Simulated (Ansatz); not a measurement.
Data:

NbP:
```
NbP
1.0
    3.10744     0.00000     0.00000
    0.00000     3.10744     0.00000
    0.00000     0.00000     3.10744
Nb P
1 1
Direct
  0.00000   0.00000   0.00000
  0.50000   0.50000   0.50000
```

This is the r²SCAN-relaxed structure.

Q: All from r²SCAN in the plane-wave PAW code Ansatz, unless another level is named. Estimate the electronic character.

A: metallic (no gap).

Q: And the formation energy from the elements (no fitted shifts)?

A: -684 meV/atom.

Q: Give the density of states at the Fermi level.

A: 0.49 states/eV per atom (mean over ±0.08 eV).

Q: Give the gap with spin–orbit coupling.

A: none (metallic).

Space group Pm-3m (CsCl type). A made-up cell: these elements were put on the sites of a structure type; neither database checked (COD, Materials Project) lists it. COD files the formula under space group No. 141, so this cell is another polymorph or a model. Whether it is the stable phase at ambient conditions was not checked. Symmetry was held in the r²SCAN relaxation; of distortions, only those at the zone centre were tested. No spin polarisation was allowed. The references are the lowest solids computed at this level, not always the standard phases. Scalar-relativistic: spin–orbit coupling is off unless named, which matters more the heavier the elements.

Potentials: the later of the program's two PAW sets.
